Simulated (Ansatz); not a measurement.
Sc7CBr12: checking a database structure before trusting its electric field gradients

The cell is a computed structure from the Materials Project (it need not be an observed phase), atoms as given.

Space group R3:H (No. 146); a = 13.7723, c = 9.2714 Å, γ = 120.00°.

```
site  Wyckoff  site symmetry       x       y       z
 Sc1       3a             3.  0.0000  0.0000  0.4793
 Sc2       9b              1  0.1114  0.9563  0.8656
 Sc5       9b              1  0.1500  0.1080  0.1467
   C       3a             3.  0.0000  0.0000  0.9990
 Br9       9b              1  0.7446  0.1042  0.3335
Br12       9b              1  0.1746  0.1245  0.6684
Br15       9b              1  0.6406  0.7478  0.6729
Br18       9b              1  0.1334  0.9464  0.3349
```

One atom of each set is listed; the run and its k-mesh use a cell of 20 atoms with edges of 8.53, 8.53, 8.53 Å.

All values are calculated (Ansatz; DFT, PBE, plane waves and PAW, scalar-relativistic, 420 eV cutoff, Γ-centred 4×4×4 k-points, Fermi–Dirac smearing 0.05 eV), not measured.

(1) Do the atoms and the cell lie near the calculated equilibrium?

Answers

(1) Yes. The largest force is 0.085 eV/Å, on atom 2 (Sc: 1 C at 2.27 Å, 5 Br at 2.67–3.07 Å; also 4 Sc at 3.21–3.30 Å), and the pressure is 0.4 GPa.
